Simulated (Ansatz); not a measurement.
## Property card for TiMo3

TiMo3:
```cif
data_Mo3Ti
_chemical_formula_sum 'Ti1 Mo3'
_space_group_name_H-M_alt 'P 1'
_space_group_IT_number 1
_cell_length_a 5.23439
_cell_length_b 5.23439
_cell_length_c 5.23439
_cell_angle_alpha 144.880
_cell_angle_beta 130.058
_cell_angle_gamma 62.516
loop_
_space_group_symop_operation_xyz
  'x, y, z'
loop_
_atom_site_label
_atom_site_type_symbol
_atom_site_fract_x
_atom_site_fract_y
_atom_site_fract_z
_atom_site_occupancy
Ti1 Ti 0.50000 0.00000 0.50000 1
Mo1 Mo 0.75684 0.75684 0.00000 1
Mo2 Mo 0.24316 0.24316 0.00000 1
Mo3 Mo 0.00000 0.50000 0.50000 1
```

Space group Immm (No. 71); conventional cell a = 3.1585 Å, b = 4.4195 Å, c = 8.9491 Å, α = β = γ = 90.00°.

Method: plane-wave PAW r²SCAN (Ansatz code). Structure relaxed to zero pressure with the same functional. Other levels are named where they apply.

**Cell and energy**

```yaml
volume_per_atom: 15.62 Å³
density: 8.93 g/cm³
Formation energy from the elements (no fitted shifts): -137 meV/atom
```

**Electronic structure**

```yaml
electronic_character: metallic (no gap)
Density of states at the Fermi level: 0.64 states/eV per atom (mean over ±0.08 eV)
```

The first step of the workflow began from a Materials Project structure, measured or hypothetical; the Crystallography Open Database copy checked does not list it. With Ti and Mo taken as one species the cell has the higher symmetry Im-3m, so it may be an ordered model of a mixed-site phase. Its standing as an ambient phase is unchecked. The cell was relaxed with r²SCAN under the symmetry of its start; its stability against distortions is not shown here. No spin polarisation was allowed. Axis ratios of metals converge slowly with the k-mesh, so a and c are less sure than the volume. The references are the lowest solids computed at this level, not always the standard phases. Spin–orbit coupling is left out wherever it is not named.

Potentials: the later of the program's two PAW sets.
